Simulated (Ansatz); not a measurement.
# LaGaRh3, a known structure type with other elements, at an estimated volume

```
Ga Rh La
1.0
     4.43917    0.00000    0.00000
     0.00000    4.43917    0.00000
     0.00000    0.00000    4.43917
Ga Rh La
1 3 1
Direct
  0.50000 0.50000 0.50000
  0.00000 0.50000 0.50000
  0.50000 0.00000 0.50000
  0.50000 0.50000 0.00000
  0.00000 0.00000 0.00000
```

Level: PBE, no spin polarisation; 420 eV; 8×8×8 Γ-centred mesh; fermi-dirac occupations (width 0.1 eV); Ansatz 0.2.0, fixed geometry.

- Stress: The pressure is 19.7 GPa (compression positive), so with the atoms held at these fractions the cell would first expand.
- Electronic structure: It is a metal, with about 4 states/eV a cell as the mean within 0.25 eV of the Fermi level, mostly Rh d (85 %).
- Contacts: Ga–Rh at 2.22 Å: least valence density 0.63 e/Å³ and ELF 0.28 there. La–Rh at 3.14 Å: least valence density 0.18 e/Å³ and ELF 0.14 there. These are pseudo-fields; inside the PAW spheres they differ from the all-electron ones.
- Formation energy: -0.13 eV an atom against the elements' usual phases (free molecules for gases, crystals otherwise, with no correction for O₂ or N₂), so it is bound against them; other compounds may still compete. Relaxing would lower it.
- Charges: Bader charges in e: La +1.49, Ga +0.44, Rh -0.64. In the mean La gives up most and Rh takes most.

Origin: a known structure type with other elements, at an estimated volume, so it need not be a known compound. Caveats: atoms or cell far from equilibrium; f levels without a U or exact exchange are poorly placed.
